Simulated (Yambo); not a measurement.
Mg₂ZnO₃ (space group P-3m1, No. 164); a = b = 3.0330 Å, c = 7.4033 Å, α = β = 90.00°, γ = 120.00°. With the G0W0 scissor the direct gap on the mesh is 4.82 eV. Axes are Cartesian, with cell vectors (Å) (3.03, 0.00, 0.00), (-1.52, 2.63, 0.00), (0.00, 0.00, 7.40).

Q: Can the lowest exciton of this BSE run be trusted, and with what binding energy? (Yambo, PBEsol bands; 9×9×4 mesh, 9 valence and 3 conduction bands, static screening with 50 bands and a 3 Ry block, scissor 1.89 eV, Tamm-Dancoff.)

A: No. The lowest state covers only about 1 of the 324 k points, so the mesh doesn't resolve it: its energy and its distance from the direct gap are mesh artefacts. An extended exciton needs a far denser mesh. The scissor comes from a G0W0 run whose convergence isn't established. 

Geometry of the Materials Project entry, not relaxed at this level.

The structure is a Materials Project entry; no match was found in the copy of COD used, and its stability was not checked.

With a shallow 3d shell G0W0 needs far more bands and larger blocks than here, so the scissor is uncertain by tenths of an eV or more.
